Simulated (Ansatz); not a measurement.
ZnCu2SnSe4 (kesterite type, space group I-4)

```xyz
8
Lattice="-2.8818 2.8818 5.7630 2.8818 -2.8818 5.7630 2.8818 2.8818 -5.7630" Properties=species:S:1:pos:R:3 pbc="T T T"
Cu     0.0000     0.0000     0.0000
Cu     0.0000     2.8818     2.8815
Zn     2.8818     0.0000     2.8815
Sn     0.0000     0.0000     5.7630
Se     1.4966     1.5502     4.2620
Se     1.3852     1.3316    -1.5010
Se     1.5502    -1.4966     7.2639
Se     1.3316     4.3785     1.5010
```

The slice is a (100) plane (indices of the conventional cell) through the point (0.250, 0.750, 0.500) (fractional), spanned by u = [101] and v = [110] in vectors of this cell: u (5.76 Å) and v (11.53 Å, at 90° to u). It covers one period; positions are fractions (u, v).

Computed with PBE (plane waves to 420 eV, PAW, scalar-relativistic; Ansatz, a first-principles code). k mesh 8×8×8. These are valence fields of a PAW run, semicore shells included where kept as valence: close to a nucleus they are smooth pseudo fields. At this level the bands of ZnCu2SnSe4 touch or barely overlap. ZnCu2SnSe4 is run without spin polarisation. ZnCu2SnSe4 was relaxed with its symmetry unable to fall.

### Question
Sketch the electrostatic potential energy of an electron, from the cell's mean on this plane as a map.

### Answer
```
|xxx37899999873xx|
|xx0578999998750x|
|1357788777887753|
|7777776444677777|
|9988751000157889|
|9998610xxx016899|
|999740xxxxx04799|
|999740xxxxx04799|
|999740xxxxx04799|
|9998610xxx016899|
|9988641000146889|
|8887776444677788|
|3467888777888764|
|xx1689999999861x|
|xxx48999999984xx|
|xxx38999999983xx|
|xxx47899999874xx|
|xx0678899988760x|
|3466678898876664|
|8887667777766788|
|9988766434667889|
|9998860xxx068899|
|999984xxxxx48999|
|999983xxxxx38999|
|999984xxxxx48999|
|9999860xxx068999|
|9988776434677889|
|7777777777777777|
|1356678898876653|
|xx0578899988750x|
|xxx37899999873xx|
|xxx27899999872xx|
```
Scale: ten equal steps from -2.00 (start of '0') to 6.37 (end of '9'), in the order '0123456789'. Values: electrostatic potential energy of an electron, from the cell's mean, in eV. The map has 16 points along u (one character each, u = 0 at the left) and 32 along v (v = 0 in the bottom row). Points within 1 Å of a nucleus are blanked (x), as the pseudised field means little there. Values under -2 eV are set to -2. The zero, the cell's mean, hangs on the PAW cores.
